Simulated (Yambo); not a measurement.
# Optical response of KBaYB2O6

```
KBaYB2O6
1.0
    2.73699     1.58020     6.05697
   -2.73699     1.58020     6.05697
    0.00000    -3.16040     6.05697
B O K Y Ba
2 6 1 1 1
Direct
  0.58675   0.58675   0.58675
  0.41020   0.41020   0.41020
  0.29298   0.73409   0.73409
  0.73409   0.73409   0.29298
  0.73409   0.29298   0.73409
  0.70392   0.26417   0.26417
  0.26417   0.26417   0.70392
  0.26417   0.70392   0.26417
  0.21975   0.21975   0.21975
  0.99797   0.99797   0.99797
  0.79232   0.79232   0.79232
```

Yambo, RPA with local fields on PBEsol bands; 4×4×4 mesh, 128 bands, 3 Ry local-field block, 0.2 eV broadening; field along z.

```tsv
E (eV)	Im ε	Re ε	Im ε, independent particles
0.0	0.00	2.84	0.00
0.4	0.00	2.84	0.00
0.8	0.01	2.85	0.01
1.1	0.01	2.87	0.01
1.5	0.01	2.89	0.02
1.9	0.02	2.91	0.02
2.2	0.02	2.95	0.02
2.6	0.03	2.99	0.03
3.0	0.03	3.04	0.04
3.4	0.04	3.11	0.05
3.8	0.05	3.19	0.06
4.1	0.06	3.29	0.08
4.5	0.08	3.42	0.11
4.9	0.12	3.60	0.15
5.2	0.21	3.85	0.29
5.6	0.40	4.16	0.55
6.0	0.73	4.48	1.05
6.4	1.30	4.81	2.06
6.8	2.31	4.68	3.08
7.1	2.77	4.07	2.93
7.5	3.22	3.78	3.32
7.9	3.78	2.82	4.33
8.2	3.44	1.90	3.99
8.6	2.67	1.62	2.98
9.0	2.48	1.63	2.85
9.4	2.29	1.48	2.71
9.8	2.25	1.68	2.67
10.1	2.40	1.56	2.93
10.5	2.31	1.16	2.79
10.9	2.14	0.99	2.55
11.2	1.97	0.93	2.36
11.6	1.75	0.80	2.10
12.0	1.58	0.90	1.95
12.4	1.48	0.82	1.49
12.8	1.30	0.78	1.23
13.1	1.12	0.97	1.22
13.5	1.20	1.18	1.51
13.9	1.40	1.06	1.30
14.2	1.26	0.88	1.12
14.6	1.14	0.95	1.05
15.0	1.13	0.91	1.11
15.4	1.00	0.94	1.29
15.8	0.95	1.06	2.21
16.1	0.99	1.06	1.86
16.5	0.95	1.15	2.16
16.9	1.01	1.12	2.09
17.2	0.99	1.18	2.24
17.6	1.07	1.25	2.43
18.0	1.26	1.13	2.32
18.4	1.15	1.03	1.97
18.8	1.13	0.90	1.57
19.1	1.06	0.99	1.26
19.5	1.13	0.93	1.24
19.9	1.05	0.80	1.22
```

Peak heights and small wiggles depend on the k mesh. Convergence of the RPA response with its 4×4×4 mesh was not tested. No excitonic effects at this level.

Geometry of the Materials Project entry, not relaxed at this level.

The structure is a Materials Project entry; no match was found in the copy of COD used, and its stability was not checked.
